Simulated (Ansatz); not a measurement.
Total density of states per atom from the program Ansatz at the PBEsol level (PAW), in 0.25 eV bins, energy from the valence-band maximum:

```
E (eV) | states/eV/atom
    -7.85 |  0.00
    -7.60 |  0.00
    -7.35 |  0.00
    -7.10 |  0.00
    -6.85 |  0.00
    -6.60 | #### 1.03
    -6.35 | ############################## 7.52
    -6.10 | ################ 4.07
    -5.85 | ######################### 6.31
    -5.60 | #### 1.07
    -5.35 |  0.09
    -5.10 | # 0.29
    -4.85 | ### 0.85
    -4.60 | ### 0.78
    -4.35 | ## 0.41
    -4.10 | # 0.37
    -3.85 | # 0.22
    -3.60 | # 0.24
    -3.35 | # 0.23
    -3.10 | ## 0.63
    -2.85 | ### 0.64
    -2.60 | ### 0.67
    -2.35 | ### 0.84
    -2.10 | ### 0.82
    -1.85 | #### 0.88
    -1.60 | ### 0.87
    -1.35 | #### 0.88
    -1.10 | ### 0.87
    -0.85 | ### 0.65
    -0.60 | ## 0.41
    -0.35 | # 0.27
    -0.10 |  0.10
     0.15 |  0.00
     0.40 |  0.00
     0.65 |  0.00
     0.90 |  0.00
     1.15 |  0.00
     1.40 |  0.00
     1.65 |  0.00
     1.90 |  0.00
     2.15 |  0.00
     2.40 |  0.01
     2.65 |  0.01
     2.90 |  0.02
     3.15 |  0.04
     3.40 | # 0.21
     3.65 | ## 0.39
     3.90 | ## 0.52
     4.15 | ### 0.78
     4.40 | ### 0.86
     4.65 | ### 0.74
     4.90 | ## 0.60
     5.15 | ## 0.52
     5.40 | ## 0.39
     5.65 | ## 0.48
     5.90 | ### 0.77
```

**Question.** Pick the material that matches.
(A) Hg2SeS, P-4m2 (Hg on 2g, Se on 1d, S on 1b)
(B) MgS2, C2/m (Mg on 2d, S on 4i)
(C) ZnS, P6_3mc (Pearson symbol hP40)
(D) ZnSnO3, R3c (Zn on 6a, Sn on 6a, O on 18b)

**Answer.** C, ZnS, P6_3mc (Pearson symbol hP40). Top 1 eV of the valence band: S 3p 87 %, Zn 3d 9 %. Bottom 1 eV of the conduction band: Zn 4s 55 %, S 3s 28 %, S 3p 14 %. Projections are on Löwdin-orthogonalised atomic valence shells; empty p or d shells of many metals are not among them.

The workflow started from a Materials Project entry (that database holds measured and hypothetical structures alike). Its sites differ from those of the usual phase in this space group: another stacking or structure type. The PBEsol relaxation kept the symmetry of its start; its stability against distortions is not shown here.

Potentials: the later of the program's two PAW sets.
